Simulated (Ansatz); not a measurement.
Y (simple cubic, space group No. 221) at seven volumes, plane-wave PAW r²SCAN (Ansatz code), scaled uniformly. One row is withheld.

| V (Å³/atom) | P (GPa) |
|---|---|
| 31.317 | ? |
| 32.349 | 1.89 |
| 33.382 | 1.02 |
| 34.414 | 0.20 |
| 35.447 | -0.57 |
| 36.479 | -1.27 |
| 37.511 | -1.89 |

Problem. Fit the shown pressures and predict the withheld one.

Solution. P = (3/2)B₀(x^(7/2) − x^(5/2))[1 + (3/4)(B′ − 4)(x − 1)] with x = (V₀/V)^(2/3). Least squares on the six rows gives V₀ = 34.671 Å³/atom, B₀ = 25.9 GPa, B′ = 1.69. At V = 31.317, x = 1.0702 and P = 2.84 GPa. The run itself gave 2.85 GPa.

Space group Pm-3m (simple cubic). A made-up cell: these elements were put on the sites of a structure type; neither database checked (COD, Materials Project) lists it. It is not the phase usual at ambient conditions (space group No. 194). The cell keeps a stress of up to 0.2 GPa. The cell was relaxed with r²SCAN under the symmetry of its start. At this level the phase is mechanically unstable. No spin polarisation was allowed.

Potentials: the later of the program's two PAW sets.
